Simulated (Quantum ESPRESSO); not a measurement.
pw.x input (Quantum ESPRESSO 7.5; PBEsol, PseudoDojo standard norm-conserving files, scalar-relativistic):

```
&CONTROL
  calculation = 'scf'
  pseudo_dir = './pseudo'
  outdir = './out'
  tprnfor = .true.
  tstress = .true.
/
&SYSTEM
  ibrav = 0
  nat = 12
  ntyp = 3
  ecutwfc = 74.0
  ecutrho = 296.0
  occupations = 'smearing'
  smearing = 'fd'
  degauss = 0.002
  nbnd = 24
/
&ELECTRONS
  conv_thr = 1.2e-09
/
ATOMIC_SPECIES
H 1.0080 H.upf
Li 6.9400 Li.upf
S 32.0600 S.upf
CELL_PARAMETERS angstrom
  6.101130000000   0.000000000000   0.000000000000
  0.000000000000   3.923420000000   0.000000000000
  0.000000000000   0.000000000000   7.832770000000
ATOMIC_POSITIONS crystal
H   0.000000000000   0.010520000000   0.934130000000
H   0.000000000000   0.989480000000   0.434130000000
H   0.500000000000   0.875030000000   0.499040000000
H   0.500000000000   0.124970000000   0.999040000000
Li   0.249840000000   0.496830000000   0.248520000000
Li   0.750160000000   0.503170000000   0.748520000000
Li   0.750160000000   0.496830000000   0.248520000000
Li   0.249840000000   0.503170000000   0.748520000000
S   0.000000000000   0.003150000000   0.762800000000
S   0.000000000000   0.996850000000   0.262800000000
S   0.500000000000   0.532970000000   0.499590000000
S   0.500000000000   0.467030000000   0.999590000000
K_POINTS automatic
4 8 4 0 0 0
```

End of the output:

```

[...]
     the Fermi energy is     2.8250 ev
!    total energy              =    -150.64825943 Ry
     estimated scf accuracy    <          8.5E-12 Ry
     smearing contrib. (-TS)   =       0.00000000 Ry
     internal energy E=F+TS    =    -150.64825943 Ry
     The total energy is F=E-TS. E is the sum of the following terms:
     one-electron contribution =     -49.99927660 Ry
     hartree contribution      =      30.67854683 Ry
     xc contribution           =     -41.11795930 Ry
     ewald contribution        =     -90.20957037 Ry
     convergence has been achieved in  10 iterations
     Forces acting on atoms (cartesian axes, Ry/au):
     atom    1 type  1   force =     0.00000000   -0.00028245    0.01579475
     atom    2 type  1   force =     0.00000000    0.00028245    0.01579475
     atom    3 type  1   force =    -0.00000000    0.01591365   -0.00029307
     atom    4 type  1   force =     0.00000000   -0.01591365   -0.00029307
     atom    5 type  2   force =     0.00013077    0.00016560    0.00004137
     atom    6 type  2   force =    -0.00013077   -0.00016560    0.00004137
     atom    7 type  2   force =    -0.00013077    0.00016560    0.00004137
     atom    8 type  2   force =     0.00013077   -0.00016560    0.00004137
     atom    9 type  3   force =     0.00000000   -0.00021346   -0.01576254
     atom   10 type  3   force =     0.00000000    0.00021346   -0.01576254
     atom   11 type  3   force =     0.00000000   -0.01580558    0.00017813
     atom   12 type  3   force =     0.00000000    0.01580558    0.00017813
     Total force =     0.044751     Total SCF correction =     0.000004
     Computing stress (Cartesian axis) and pressure
          total   stress  (Ry/bohr**3)                   (kbar)     P=        0.32
  -0.00002568   0.00000000   0.00000000           -3.78        0.00        0.00
   0.00000000   0.00001448   0.00000000            0.00        2.13        0.00
   0.00000000   0.00000000   0.00001772            0.00        0.00        2.61
```
In a gapped system the printed Fermi energy is only some level inside the gap.

Geometry of the Materials Project entry, not relaxed at this level.
